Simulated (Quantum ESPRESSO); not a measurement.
```cif
data_Si4
_chemical_formula_sum 'Si4'
_space_group_name_H-M_alt 'P63/mmc'
_space_group_IT_number 194
_space_group_name_Hall '-P 6c 2c'
_cell_length_a 3.82587
_cell_length_b 3.82587
_cell_length_c 6.31520
_cell_angle_alpha 90.000
_cell_angle_beta 90.000
_cell_angle_gamma 120.000
loop_
_atom_site_label
_atom_site_type_symbol
_atom_site_symmetry_multiplicity
_atom_site_Wyckoff_symbol
_atom_site_fract_x
_atom_site_fract_y
_atom_site_fract_z
_atom_site_occupancy
Si1 Si 4 f 0.33333 0.66667 0.06285 1
```

Cell and atoms were relaxed with PBEsol from Materials Project entry mp-165, within its symmetry.

What does PBEsol (pw.x of Quantum ESPRESSO, ONCV potentials, without SOC) give for the electronic structure near the Fermi level?

The PBEsol gap is indirect, 0.29 eV, from Γ to M; the smallest direct gap is 0.95 eV. 

This is not the ordinary phase of the substance; no match was found in the copy of COD used, and its stability was not checked.
